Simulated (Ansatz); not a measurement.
Space group P6_3/mmc (No. 194). a = 5.001 Å, b = 5.001 Å, c = 4.043 Å, α = 90.00°, β = 90.00°, γ = 120.00°
```json
{"atom": "Al", "site": "2d", "symmetry": "-6m2", "x": "0.6667", "y": "0.3333", "z": "0.2500"}
{"atom": "Co", "site": "6h", "symmetry": "mm2", "x": "0.1652", "y": "0.3304", "z": "0.2500"}
```

Equation of state of this AlCo3 structure (not necessarily the ground state), with shape and atoms relaxed at each volume where symmetry leaves them free. It has no gap at any of these volumes. Theory: DFT PBEsol, scalar-relativistic, plane waves, PAW (Ansatz).

Cutoff 420 eV; k points 12×12×10 on the computed 8-atom cell (Γ-centred); Gaussian smearing, width 0.10 eV; collinear spin.

```json
{"V (Å³/atom)": "9.961", "E − E(largest V) (meV/atom)": "45.83", "P (GPa)": "24.56"}
{"V (Å³/atom)": "10.290", "E − E(largest V) (meV/atom)": "5.52", "P (GPa)": "14.97"}
{"V (Å³/atom)": "10.618", "E − E(largest V) (meV/atom)": "-16.51", "P (GPa)": "6.83"}
{"V (Å³/atom)": "10.946", "E − E(largest V) (meV/atom)": "-23.22", "P (GPa)": "0.00"}
{"V (Å³/atom)": "11.275", "E − E(largest V) (meV/atom)": "-17.09", "P (GPa)": "-5.78"}
{"V (Å³/atom)": "11.603", "E − E(largest V) (meV/atom)": "0.00", "P (GPa)": "-10.68"}
```

Task: Fit a third-order Birch–Murnaghan equation to E(V).

Result: V0 = 10.94 Å³/atom, B0 = 210 GPa, B0' = 4.7.

Cost: 6 runs of about 43 core-minutes in all, on Intel Xeon Platinum 8375C (Ice Lake) (shared hosts).